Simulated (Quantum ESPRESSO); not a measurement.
## W3TiIn4 (one run as intended and one with a planted mistake)

Simulated, not a measurement. The program is pw.x of Quantum ESPRESSO 7.5 (plane-wave density functional theory). The cell is made up: eight metal atoms on a hexagonal close-packed lattice, with elements, volume, strain and displacements drawn at random and not relaxed, so it may be unstable or far from any real phase. PseudoDojo standard norm-conserving files set the functional (PBE unless stated); there is no spin polarisation or spin-orbit coupling, the Fermi-Dirac width of 0.25 eV means electrons at about 2900 K, and the masses in the input are unused placeholders. Heavy elements are run without spin-orbit coupling, which real alloys of them have. A spin test at this wide smearing found no moment, but such smearing suppresses magnetism that the real alloy may have.

Intended input:

```
&control calculation='scf', pseudo_dir='./dojo.nc.sr.pbe.v0_5.standard.upf', outdir='./o', disk_io='minimal', tprnfor=.true., tstress=.true. /
&system ibrav=0, nat=8, ntyp=3, nbnd=67, ecutwfc=84.00895049, nosym=.true., tot_charge=0,
 occupations='smearing', smearing='fd', degauss=0.0183746611
/
&electrons conv_thr=1.470e-08, electron_maxstep=70, mixing_beta=0.5 /
ATOMIC_SPECIES
In 1.0 In.upf
Ti 1.0 Ti.upf
W 1.0 W.upf
CELL_PARAMETERS angstrom
2.9258 -0.0049 4.7472
2.9822 0.0248 -4.7818
-2.9368 4.9923 0.0015
ATOMIC_POSITIONS angstrom
W 0.094 -0.019 -0.0632
Ti -1.4288 2.4613 -0.0051
W 2.9998 1.7205 -2.5022
In 1.5487 4.2151 -2.3115
In 2.9559 -0.0137 0.0323
W 1.5243 2.5711 -0.051
In 2.9119 1.6327 2.3734
In 1.5199 4.1174 2.3712
K_POINTS automatic
5 5 5 1 1 1
```

The log is shortened where brackets say so; the opening notice, blank lines, dates and the lines on written files are dropped, and the path of the files is cut. It prints rydbergs, bohrs and kilobars, and counts compression as positive stress. Its total energy is the free energy E - TS of the whole cell.

Log of the intended run:

```
     Program PWSCF v.7.5
     Parallel version (MPI & OpenMP), running on       4 processor cores
     Number of MPI processes:                 4
     Threads/MPI process:                     1
     [start-up lines left out]
     bravais-lattice index     =            0
     lattice parameter (alat)  =      10.5379  a.u.
     unit-cell volume          =     950.1573 (a.u.)^3
     number of atoms/cell      =            8
     number of atomic types    =            3
     number of electrons       =       106.00
     number of Kohn-Sham states=           67
     kinetic-energy cutoff     =      84.0090  Ry
     charge density cutoff     =     336.0358  Ry
     scf convergence threshold =      1.5E-08
     mixing beta               =       0.5000
     number of iterations used =            8  plain     mixing
     Exchange-correlation= PBE
                           (   1   4   3   4   0   0   0)
     [axes and pseudopotential details left out]
   Cartesian axes
     site n.     atom                  positions (alat units)
         1        W      tau(   1) = (   0.0168568  -0.0034072  -0.0113335  )
         2        Ti     tau(   2) = (  -0.2562227   0.4413779  -0.0009146  )
         3        W      tau(   3) = (   0.5379456   0.3085324  -0.4487124  )
         4        In     tau(   4) = (   0.2777240   0.7558819  -0.4145147  )
         5        In     tau(   5) = (   0.5300732  -0.0024568   0.0057923  )
         6        W      tau(   6) = (   0.2733484   0.4610681  -0.0091457  )
         7        In     tau(   7) = (   0.5221828   0.2927875   0.4256151  )
         8        In     tau(   8) = (   0.2725594   0.7383617   0.4252206  )
     number of k points=    63  Fermi-Dirac smearing, width (Ry)=  0.0184
                       cart. coord. in units 2pi/alat
        k(    1) = (   0.1880363   0.2223148   0.0018059), wk =   0.0320000
        k(    2) = (   0.1872893   0.4452752   0.0024964), wk =   0.0320000
     [further k points left out]
     Dense  grid:    98807 G-vectors     FFT dimensions: (  64,  64,  64)
     Estimated max dynamical RAM per process >     377.04 MB
     Estimated total dynamical RAM >       1.40 GB
     Initial potential from superposition of free atoms
     starting charge     105.9813, renormalised to     106.0000
     Starting wfcs are   76 randomized atomic wfcs
     total cpu time spent up to now is        6.1 secs
     per-process dynamical memory:   301.4 Mb
     Self-consistent Calculation
     iteration #  1     ecut=    84.01 Ry     beta= 0.50
     Davidson diagonalization with overlap
     ethr =  1.00E-02,  avg # of iterations =  3.0
     Threshold (ethr) on eigenvalues was too large:
     Diagonalizing with lowered threshold
     Davidson diagonalization with overlap
     ethr =  5.02E-04,  avg # of iterations =  3.1
     total cpu time spent up to now is       31.3 secs
     total energy              =   -1104.95296061 Ry
     estimated scf accuracy    <       0.55663072 Ry
     iteration #  2     ecut=    84.01 Ry     beta= 0.50
     Davidson diagonalization with overlap
     ethr =  5.25E-04,  avg # of iterations =  6.3
     total cpu time spent up to now is       47.0 secs
     total energy              =   -1104.95478178 Ry
     estimated scf accuracy    <       1.29730272 Ry
     [iterations 3 to 11 left out]
     iteration # 12     ecut=    84.01 Ry     beta= 0.50
     Davidson diagonalization with overlap
     ethr =  5.07E-10,  avg # of iterations =  2.1
     total cpu time spent up to now is      170.3 secs
     total energy              =   -1105.15842057 Ry
     estimated scf accuracy    <       0.00000002 Ry
     iteration # 13     ecut=    84.01 Ry     beta= 0.50
     Davidson diagonalization with overlap
     ethr =  1.50E-11,  avg # of iterations =  5.0
     total cpu time spent up to now is      186.5 secs
     End of self-consistent calculation
     [lines on levels left out]
!    total energy              =   -1105.15842057 Ry
     estimated scf accuracy    <       0.00000001 Ry
     smearing contrib. (-TS)   =      -0.08386742 Ry
     internal energy E=F+TS    =   -1105.07455315 Ry
     The total energy is F=E-TS. E is the sum of the following terms:
     one-electron contribution =    -165.07867105 Ry
     hartree contribution      =     163.03808162 Ry
     xc contribution           =    -277.76244010 Ry
     ewald contribution        =    -825.27152362 Ry
     convergence has been achieved in  13 iterations
     Forces acting on atoms (cartesian axes, Ry/au):
     atom    1 type  3   force =    -0.02220506   -0.00561447    0.06448225
     atom    2 type  2   force =    -0.00551358   -0.00049530    0.02611448
     atom    3 type  3   force =    -0.02185241   -0.00183918   -0.01940545
     atom    4 type  1   force =    -0.02405950   -0.02510753   -0.04393977
     atom    5 type  1   force =     0.00191380    0.02774250   -0.04024820
     atom    6 type  3   force =     0.02257848   -0.04157062    0.02497588
     atom    7 type  1   force =     0.03411945    0.03259499    0.00700304
     atom    8 type  1   force =     0.01501881    0.01428961   -0.01898224
     Total force =     0.133091     Total SCF correction =     0.000181
     Computing stress (Cartesian axis) and pressure
          total   stress  (Ry/bohr**3)                   (kbar)     P=      109.93
   0.00066732  -0.00012247   0.00008042           98.17      -18.02       11.83
  -0.00012247   0.00080515   0.00000862          -18.02      118.44        1.27
   0.00008042   0.00000862   0.00076948           11.83        1.27      113.19
     init_run     :      5.91s CPU      6.08s WALL (       1 calls)
     electrons    :    179.75s CPU    180.33s WALL (       1 calls)
     forces       :      1.76s CPU      1.77s WALL (       1 calls)
     stress       :      6.12s CPU      6.24s WALL (       1 calls)
     [timing details left out]
     PWSCF        :   3m13.61s CPU   3m14.50s WALL
     JOB DONE.
```

A second run has one planted mistake: the files are those of another functional. The input lines that differ:

```
- &control calculation='scf', pseudo_dir='./dojo.nc.sr.pbe.v0_5.standard.upf', outdir='./o', disk_io='minimal', tprnfor=.true., tstress=.true. /
+ &control calculation='scf', pseudo_dir='./dojo.nc.sr.lda.v0_4_1.standard.upf', outdir='./o', disk_io='minimal', tprnfor=.true., tstress=.true. /
```

Its log:

```
     Program PWSCF v.7.5
     Parallel version (MPI & OpenMP), running on       4 processor cores
     Number of MPI processes:                 4
     Threads/MPI process:                     1
     [start-up lines left out]
     bravais-lattice index     =            0
     lattice parameter (alat)  =      10.5379  a.u.
     unit-cell volume          =     950.1573 (a.u.)^3
     number of atoms/cell      =            8
     number of atomic types    =            3
     number of electrons       =       106.00
     number of Kohn-Sham states=           67
     kinetic-energy cutoff     =      84.0090  Ry
     charge density cutoff     =     336.0358  Ry
     scf convergence threshold =      1.5E-08
     mixing beta               =       0.5000
     number of iterations used =            8  plain     mixing
     Exchange-correlation= SLA  PW   NOGX NOGC
                           (   1   4   0   0   0   0   0)
     [axes and pseudopotential details left out]
   Cartesian axes
     site n.     atom                  positions (alat units)
         1        W      tau(   1) = (   0.0168568  -0.0034072  -0.0113335  )
         2        Ti     tau(   2) = (  -0.2562227   0.4413779  -0.0009146  )
         3        W      tau(   3) = (   0.5379456   0.3085324  -0.4487124  )
         4        In     tau(   4) = (   0.2777240   0.7558819  -0.4145147  )
         5        In     tau(   5) = (   0.5300732  -0.0024568   0.0057923  )
         6        W      tau(   6) = (   0.2733484   0.4610681  -0.0091457  )
         7        In     tau(   7) = (   0.5221828   0.2927875   0.4256151  )
         8        In     tau(   8) = (   0.2725594   0.7383617   0.4252206  )
     number of k points=    63  Fermi-Dirac smearing, width (Ry)=  0.0184
                       cart. coord. in units 2pi/alat
        k(    1) = (   0.1880363   0.2223148   0.0018059), wk =   0.0320000
        k(    2) = (   0.1872893   0.4452752   0.0024964), wk =   0.0320000
     [further k points left out]
     Dense  grid:    98807 G-vectors     FFT dimensions: (  64,  64,  64)
     Estimated max dynamical RAM per process >     377.04 MB
     Estimated total dynamical RAM >       1.40 GB
     Initial potential from superposition of free atoms
     starting charge     105.9858, renormalised to     106.0000
     Starting wfcs are   76 randomized atomic wfcs
     total cpu time spent up to now is        6.1 secs
     per-process dynamical memory:   301.3 Mb
     Self-consistent Calculation
     iteration #  1     ecut=    84.01 Ry     beta= 0.50
     Davidson diagonalization with overlap
     ethr =  1.00E-02,  avg # of iterations =  3.0
     Threshold (ethr) on eigenvalues was too large:
     Diagonalizing with lowered threshold
     Davidson diagonalization with overlap
     ethr =  4.96E-04,  avg # of iterations =  2.6
     total cpu time spent up to now is       30.4 secs
     total energy              =   -1103.80652645 Ry
     estimated scf accuracy    <       0.55299034 Ry
     iteration #  2     ecut=    84.01 Ry     beta= 0.50
     Davidson diagonalization with overlap
     ethr =  5.22E-04,  avg # of iterations =  5.7
     total cpu time spent up to now is       45.7 secs
     total energy              =   -1103.80231766 Ry
     estimated scf accuracy    <       1.34977253 Ry
     [iterations 3 to 10 left out]
     iteration # 11     ecut=    84.01 Ry     beta= 0.50
     Davidson diagonalization with overlap
     ethr =  1.47E-09,  avg # of iterations =  4.3
     total cpu time spent up to now is      155.7 secs
     total energy              =   -1104.01073681 Ry
     estimated scf accuracy    <       0.00000042 Ry
     iteration # 12     ecut=    84.01 Ry     beta= 0.50
     Davidson diagonalization with overlap
     ethr =  3.96E-10,  avg # of iterations =  2.0
     total cpu time spent up to now is      167.0 secs
     End of self-consistent calculation
     [lines on levels left out]
!    total energy              =   -1104.01073684 Ry
     estimated scf accuracy    <       0.00000001 Ry
     smearing contrib. (-TS)   =      -0.08539769 Ry
     internal energy E=F+TS    =   -1103.92533916 Ry
     The total energy is F=E-TS. E is the sum of the following terms:
     one-electron contribution =    -166.97145810 Ry
     hartree contribution      =     162.65755539 Ry
     xc contribution           =    -274.33991283 Ry
     ewald contribution        =    -825.27152362 Ry
     convergence has been achieved in  12 iterations
     Forces acting on atoms (cartesian axes, Ry/au):
     atom    1 type  3   force =    -0.02094192   -0.00561089    0.06000925
     atom    2 type  2   force =    -0.00395688   -0.00005083    0.02585895
     atom    3 type  3   force =    -0.01884356   -0.00072510   -0.02392642
     atom    4 type  1   force =    -0.02058310   -0.02319405   -0.03819480
     atom    5 type  1   force =     0.00069287    0.02562731   -0.03933956
     atom    6 type  3   force =     0.02090140   -0.03677473    0.02547326
     atom    7 type  1   force =     0.03032369    0.02906138    0.00898180
     atom    8 type  1   force =     0.01240751    0.01166690   -0.01886248
     Total force =     0.123441     Total SCF correction =     0.000389
     Computing stress (Cartesian axis) and pressure
          total   stress  (Ry/bohr**3)                   (kbar)     P=       -1.80
  -0.00007973  -0.00011602   0.00007577          -11.73      -17.07       11.15
  -0.00011602   0.00003145   0.00000873          -17.07        4.63        1.28
   0.00007577   0.00000873   0.00001155           11.15        1.28        1.70
     init_run     :      5.81s CPU      5.97s WALL (       1 calls)
     electrons    :    158.69s CPU    160.98s WALL (       1 calls)
     forces       :      1.72s CPU      1.74s WALL (       1 calls)
     stress       :      6.05s CPU      6.19s WALL (       1 calls)
     [timing details left out]
     PWSCF        :   2m52.38s CPU   2m54.99s WALL
     JOB DONE.
```

|  | intended run | run with the mistake |
| --- | --- | --- |
| free energy (eV) | -15036.446 | -15020.831 |
| entropy term -TS, part of it (eV) | -1.141 | -1.162 |
| pressure (GPa) | 10.99 | -0.18 |
| size of the largest force component (eV/Å) | 1.658 | 1.543 |
| largest change of a force component (eV/Å) |  | 0.148 |
| iterations | 13 | 12 |

For scale, a rerun of the intended cell at a higher cutoff and on a denser mesh moved values by no more than 0.002 eV in energy, 0.02 GPa in stress and 0.004 eV/Å in force, and a second program with other atomic files agreed on that cell to 2 % rms in force and 0.5 GPa in pressure. Files of another functional or element have another zero of energy, so the energy change says nothing on stability.